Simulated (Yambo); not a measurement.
G0W0@LDA for a free-standing WS$_{2}$ monolayer (symmetry P-6m2, slab cell 16.1 Å high) in Yambo. Reference settings: 9×9×1 Γ-centred k mesh, bands 2 to 104 and a 7 Ry block in the screening, 104 bands in G with the Bruneval-Gonze terminator, plasmon pole fitted at 27.2 eV, slab-truncated Coulomb interaction, stochastic integration of W near q = 0. The LDA gap K → K on this mesh is 1.99 eV; G0W0 gaps are taken between the same points.

Gap (K → K) in eV against the number of bands and the screening block, terminator on:

```
bands (W and G)   3 Ry   4 Ry   6 Ry   7 Ry
---------------  -----  -----  -----  -----
25               2.996  3.009  3.000  3.002
40               2.995  3.015  3.005  3.007
58               2.975  2.998  2.987  2.989
80               2.965  2.990  2.976  2.976
104              2.959  2.986  2.969  2.968
```

Rough cost of the Yambo step against the reference (shared machines):

| bands (W and G) | 3 Ry | 4 Ry | 6 Ry | 7 Ry |
|---|---|---|---|---|
| 25 | 1/9 | 1/9 | 1/7 | 1/5 |
| 40 | 1/5 | 1/5 | 1/4 | 1/3 |
| 58 | 1/3 | 1/3 | 1/2 | ~1 |
| 80 | 1/2 | 1/2 | ~1 | ~1 |
| 104 | ~1 | ~1 | ~1 | 1 |

At the largest block the last step in bands moves the gap by -0.008 eV; at the most bands the last step in the block moves it by -0.001 eV.

Spin-orbit coupling is left out, which matters for elements this heavy: edges can move by tenths of an eV.

Geometry relaxed with LDA; primitive cell a = b = 3.123 Å, c = 16.100 Å, α = β = 90.00°, γ = 120.00°.
